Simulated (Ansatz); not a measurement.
# How much do the gradients of MnF₂ depend on the method?

Cell: a COD entry, its atoms then relaxed with PBE in this cell.

```
Mn F
1.0
     4.87380    0.00000    0.00000
     0.00000    4.87380    0.00000
     0.00000    0.00000    3.31070
Mn F
2 4
Direct
  0.00000 0.00000 0.00000
  0.50000 0.50000 0.50000
  0.30441 0.30441 0.00000
  0.19559 0.80441 0.50000
  0.69559 0.69559 0.00000
  0.80441 0.19559 0.50000
```

Sites (sets of like atoms) are named by element and the number of their first atom in this list.

First run. Method: Kohn–Sham DFT in Ansatz, PBE, plane waves and PAW, scalar-relativistic, collinear spin, 420 eV cutoff, Γ-centred 5×5×7 k-points, Fermi–Dirac smearing 0.02 eV. Start moments as typed (μB): 5 -5 0 0 0 0 by atom.

```tsv
site	atom	V_zz (10²¹ V/m²)	η	m (μB)
Mn	1	2.56	0.06	4.14
F	3	-6.37	0.42	-0.03
```

Second run. The same atoms and settings, except that a Hubbard term is added (U = 2.9 eV on Mn d).

Question: Given the first result, estimate the second.

Answer: 

```csv
site,atom,V_zz,η,change of V_zz,m (μB)
Mn,1,2.57,0.02,+0.01,4.20
F,3,-6.18,0.39,+0.19,-0.02
```

The largest change of V_zz is on F, from -6.37 to -6.18. In per cent, |V_zz| changes by +1 on Mn, -3 on F (all sites that start above 0.5). The absolute magnetisation of the cell goes from 9.6 to 9.7 μB.

The magnetic order is the one that the run reached from its start moments, not necessarily the measured one.
For the second run: At this cell the principal stresses reach 5 GPa in size with PBE+U, which can matter for small gradients.
